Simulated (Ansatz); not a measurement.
Fields on a plane of LaF3 (space group P6_3/mmc)

```xyz
8
Lattice="4.1590 0.0000 0.0000 -2.0795 3.6018 0.0000 0.0000 0.0000 7.3410" Properties=species:S:1:pos:R:3 pbc="T T T"
La     2.0795     1.2006     5.5057
La     0.0000     2.4012     1.8352
F      0.0000     2.4012     6.7534
F      2.0795     1.2006     0.5876
F      2.0795     1.2006     3.0829
F      0.0000     2.4012     4.2581
F      0.0000     0.0000     1.8352
F      0.0000     0.0000     5.5057
```

The slice is a (0001) plane (indices of the conventional cell) through the point (0.333, 0.667, 0.580) (fractional), spanned by u = [110] and v = [1 -1 0] in vectors of this cell: u (4.16 Å) and v (7.20 Å, at 90° to u). It covers one period; positions are fractions (u, v).

Atoms on it: F at (0.00, 0.00); F at (0.50, 0.50).

Level of theory: r2SCAN (plane waves to 500 eV, PAW, scalar-relativistic; Ansatz, a quantum-chemistry and plane-wave program). k mesh 9×9×5. Inside the PAW spheres the values are not all-electron values, and peaks at nuclei hang on which shells count as valence. LaF3 is run without spin polarisation. LaF3 was relaxed with its symmetry unable to fall. This is one of several known forms of LaF3; the measured ambient cells at hand have space group No. 165.

```
|xxxx765434567xxx|
|xxxx653111356xxx|
|xxx76310001367xx|
|9987520000025789|
|9986420000024689|
|9987520000025789|
|9987542101245789|
|9998754333457899|
|9998876656678899|
|9999888777888999|
|999999xxxxx99999|
|88999xxxxxxx9998|
|77889xxxxxxx9887|
|56678xxxxxxx8766|
|34567xxxxxxx7654|
|11356xxxxxxx6531|
|001367xxxxx76310|
|0002578999875200|
|0002468999864200|
|0002578999875200|
|0124578999875421|
|3345789999987543|
|5667889999988766|
|7788899999998887|
|xxx99999999999xx|
|xxxx999888999xxx|
|xxxx988777889xxx|
|xxxx876656678xxx|
```
Scale: ten equal steps from 1.00 (start of '0') to 9.23 (end of '9'), in the order '0123456789'. Values: electrostatic potential energy of an electron, from the cell's mean, in eV. The map has 16 points along u (one character each, u = 0 at the left) and 28 along v (v = 0 in the bottom row). Points within 1 Å of a nucleus are blanked (x), as the pseudised field means little there. Values under 1 eV are set to 1. The zero, the cell's mean, hangs on the PAW cores.

```
|xxxx99883300000000000000338899xx|
|99999966110000000000000011669999|
|99887722000000111111000000227788|
|55442200000000111111000000002244|
|00000000000011111111110000000000|
|00000000000000111111000000000000|
|00000000000000000000000000000000|
|11110000000000000000000000000011|
|33220000000000000000000000000022|
|22220000000022334433220000000022|
|11110000004477889988774400000011|
|00000000227799999999997722000000|
|00000000448899xxxxxx998844000000|
|00000000559999xxxxxx999955000000|
|00000000338899xxxxxx998833000000|
|00000000116699999999996611000000|
|11110000002277889988772200000011|
|11110000000022445544220000000011|
|11111100000000000000000000001111|
|11110000000000000000000000000011|
|00000000000000000000000000000000|
|00000000000000111111000000000000|
|00000000000000223322000000000000|
|44332200000000222222000000002233|
|99887744000000111111000000447788|
|99999977220000000000000022779999|
|xxxx99884400000000000000448899xx|
|xxxx99995500000000000000559999xx|
```
Scale: ten equal steps from 0.01 (start of '0') to 0.82 (end of '9'), in the order '0123456789'. Values: electron localisation function (ELF). The map has 16 points along u (two characters each, u = 0 at the left) and 28 along v (v = 0 in the bottom row). Points within 0.5 Å of a nucleus are blanked (x), as the pseudised field means little there.
